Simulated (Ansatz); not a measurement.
GaP:
```cif
data_Ga4P4
_chemical_formula_sum 'P4 Ga4'
_space_group_name_H-M_alt 'F-43m'
_space_group_IT_number 216
_space_group_name_Hall 'F -4 2 3'
_cell_length_a 5.50599
_cell_length_b 5.50599
_cell_length_c 5.50599
_cell_angle_alpha 90.000
_cell_angle_beta 90.000
_cell_angle_gamma 90.000
loop_
_atom_site_label
_atom_site_type_symbol
_atom_site_symmetry_multiplicity
_atom_site_Wyckoff_symbol
_atom_site_fract_x
_atom_site_fract_y
_atom_site_fract_z
_atom_site_occupancy
P1 P 4 c 0.25000 0.25000 0.25000 1
Ga1 Ga 4 a 0.00000 0.00000 0.00000 1
```
(The calculation used a cell of 2 atoms; values per cell refer to that cell.)

Relaxed with PBE.

Problem. Give the optical modes at the zone centre with their infrared and Raman activity from DFPT, the program Ansatz at the PBE level (PAW).

Solution. Transverse frequencies, without the LO–TO term; a row sums one degenerate level.

| ω (cm⁻¹) | degeneracy | IR ((D/Å)²/amu) | Raman (Å⁴/amu) | activity | symmetry |
|---|---|---|---|---|---|
| 345 | 3 | 15.58 | 300 | IR+Raman | T2 |

Problem. How high does the top mode go among those that the LO–TO term moves?

Solution. 379 cm⁻¹ for q along x.

The PBE relaxation kept the symmetry of its start; phonons on a q-mesh show no instability. Spin–orbit coupling is left out wherever it is not named.

Potentials: the later of the program's two PAW sets.
